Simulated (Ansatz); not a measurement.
BP (wurtzite, P6_3mc), DFT-LDA in the program Ansatz with PAW potentials. The conduction-band minimum lies at K, with 2 equivalent valleys. Second derivatives d²E/dk² of the lowest band at one valley (eV·Å²), along Cartesian directions:

| direction | d²E/dk² |
|---|---|
| [100] | 18.17 |
| [010] | 18.17 |
| [001] | 31.19 |
| [110] | 18.17 |
| [101] | 24.68 |
| [011] | 24.68 |

Find the principal effective masses, the density-of-states mass and the conductivity mass.

Off-diagonal terms follow from H_xy = H[110] − (H_xx + H_yy)/2, and m*/mₑ = 7.620 eV·Å² over each eigenvalue: 0.24, 0.42, 0.42. One valley's DOS mass (m₁m₂m₃)^(1/3) = 0.35, conductivity mass 3/(Σ 1/mᵢ) = 0.34 mₑ.

What effective density of states Nc follows at 300 K for parabolic valleys?

Nc = 2.509e19 × 2 × (0.35)^(3/2) ≈ 1.0e19 cm⁻³.

With the computed static dielectric constant 9.36 (mean of the diagonal), estimate a hydrogenic donor's binding energy and radius.

E = 13.606 eV × 0.34/9.36² ≈ 53 meV; a = 0.529 Å × ε/m* ≈ 15 Å. Semilocal masses tend to be too small when the gap is underestimated.

The workflow started from a Materials Project entry (that database holds measured and hypothetical structures alike); the Crystallography Open Database copy checked does not list it. It is not the phase usual at ambient conditions (space group No. 216). The cell was relaxed with LDA under the symmetry of its start; whether a distortion lowers the energy is not shown.

Potentials: the earlier of the program's two PAW sets. The files were generated under PBE; for other functionals the program regenerates the frozen cores, and for LDA and PBEsol the local potential too.
